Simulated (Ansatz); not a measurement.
Recipe of this trial structure of Hf5PbO2: random cell by space group and Wyckoff sites (Cmmm, No. 65). Its size is a rough estimate.

```
Hf Pb O
1.0
     3.00380   -3.30075    0.00000
     3.00380    3.30075    0.00000
     0.00000    0.00000    7.94908
Hf Pb O
5 1 2
Direct
  0.73778 0.73778 0.21863
  0.26222 0.26222 0.21863
  0.26222 0.26222 0.78137
  0.73778 0.73778 0.78137
  0.50000 0.50000 0.50000
  0.00000 0.00000 0.00000
  0.00000 0.00000 0.65353
  0.00000 0.00000 0.34647
```

Method: Ansatz 0.2.0, DFT PBE, scalar-relativistic, plane waves, PAW. Cutoff 420 eV, Gaussian smearing, Γ-centred meshes. Cell and atoms relax first on a coarse mesh and then on a finer one. In between, the cell is made exact in the group found at 0.06 Å. In metals the finer mesh still leaves noise of several meV/atom or more. The steps can't lower the symmetry of their start. No spin polarisation.

A guess keeps its type if space group and coordination stay and the shape of the cell changes little (axis ratios within about 15 %, angles within 6°); the volume may change.

Q: Does it keep its structure type, or change into something else?

A: It doesn't keep its type. The symmetry stays Cmmm (No. 65). The volume per atom grows by 30.6 %, from 19.7 to 25.7 Å³. The shortest distance goes from 1.87 Å (Hf–O) to 1.92 Å (Hf–O). Counting neighbours within 15 % of an atom's shortest distance, the start has Hf 1/4, O 2, Pb 4 and the end Hf 1/4, O 2, Pb 6. In detail, at the end around Hf on a site of symmetry m lie 1 O at 1.92 Å, 2 Hf at 2.78 Å, 1 Pb at 3.03 Å, 2 Hf at 3.39–3.45 Å, 1 O at 3.51 Å and 2 Hf at 3.66 Å; Pb has 4 Hf at 3.03 Å and 2 O at 3.34 Å; O has 2 Hf at 1.92 Å, 1 O at 2.21 Å, 2 Hf at 2.80 Å and 1 Pb at 3.34 Å; 1 more site not described.

```
Hf Pb O
1.0
     2.57604   -4.49715    0.00000
     2.57604    4.49715    0.00000
     0.00000    0.00000    8.88406
Hf Pb O
5 1 2
Cartesian
  2.5760 2.7733 2.4959
  2.5760 -2.7733 2.4959
  2.5760 -2.7733 6.3882
  2.5760 2.7733 6.3882
  2.5760 0.0000 4.4420
  0.0000 0.0000 0.0000
  0.0000 0.0000 5.5489
  0.0000 0.0000 3.3352
```

Formation energies are uncorrected and refer to the elements' standard structures at the same level (O₂ as a molecule).

Q: At what energy does it end?

A: −0.27 eV/atom. Whether it is stable depends on the other phases of the system, which aren't compared here.

The last run used an 8×8×4 mesh (in the run's order of axes) for its 8-atom cell and Gaussian smearing of 0.10 eV. Spin–orbit coupling, which can matter for Hf and Pb, is left out. Symmetry constrained the relaxation, so the result can be a saddle point.

In counts of neighbours, a slash parts the counts of unlike sites.
